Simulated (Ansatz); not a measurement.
Here is the system:

C:
```yaml
crystal:
  lattice:
    - [6.87318, 0.00000, 0.00000]
    - [-3.43659, 5.95235, 0.00000]
    - [0.00000, 0.00000, 6.72709]
  atoms:
    - { symbol: C, position: [0.54009, 0.66659, 0.75000] }
    - { symbol: C, position: [0.74459, 0.66668, 0.75000] }
    - { symbol: C, position: [0.54009, 0.87350, 0.75000] }
    - { symbol: C, position: [0.74459, 0.07791, 0.75000] }
    - { symbol: C, position: [0.33341, 0.87350, 0.75000] }
    - { symbol: C, position: [0.33332, 0.07791, 0.75000] }
    - { symbol: C, position: [0.12650, 0.66659, 0.75000] }
    - { symbol: C, position: [0.92209, 0.66668, 0.75000] }
    - { symbol: C, position: [0.12650, 0.45991, 0.75000] }
    - { symbol: C, position: [0.92209, 0.25541, 0.75000] }
    - { symbol: C, position: [0.33341, 0.45991, 0.75000] }
    - { symbol: C, position: [0.33332, 0.25541, 0.75000] }
    - { symbol: C, position: [0.87350, 0.33341, 0.25000] }
    - { symbol: C, position: [0.07791, 0.33332, 0.25000] }
    - { symbol: C, position: [0.87350, 0.54009, 0.25000] }
    - { symbol: C, position: [0.07791, 0.74459, 0.25000] }
    - { symbol: C, position: [0.66659, 0.54009, 0.25000] }
    - { symbol: C, position: [0.66668, 0.74459, 0.25000] }
    - { symbol: C, position: [0.45991, 0.33341, 0.25000] }
    - { symbol: C, position: [0.25541, 0.33332, 0.25000] }
    - { symbol: C, position: [0.45991, 0.12650, 0.25000] }
    - { symbol: C, position: [0.25541, 0.92209, 0.25000] }
    - { symbol: C, position: [0.66659, 0.12650, 0.25000] }
    - { symbol: C, position: [0.66668, 0.92209, 0.25000] }
```

This is the PBE+D3(BJ)-relaxed structure.

All from plane-wave PAW PBE+D3(BJ) (Ansatz code), unless another level is named. Predict the band gap.

0.19 eV (smallest direct gap 0.20 eV).

And the valence-band maximum?

at M.

Next, the conduction-band minimum?

on the L–M line, 56 % of the way from L (6 equivalent valleys).

Space group P6_3/mmc. The start of the workflow was typed in or built on a structure type. Its sites differ from those of the usual phase in this space group: another stacking or structure type. Symmetry was held in the PBE+D3(BJ) relaxation; its stability against distortions is not shown here.

Potentials: the later of the program's two PAW sets.
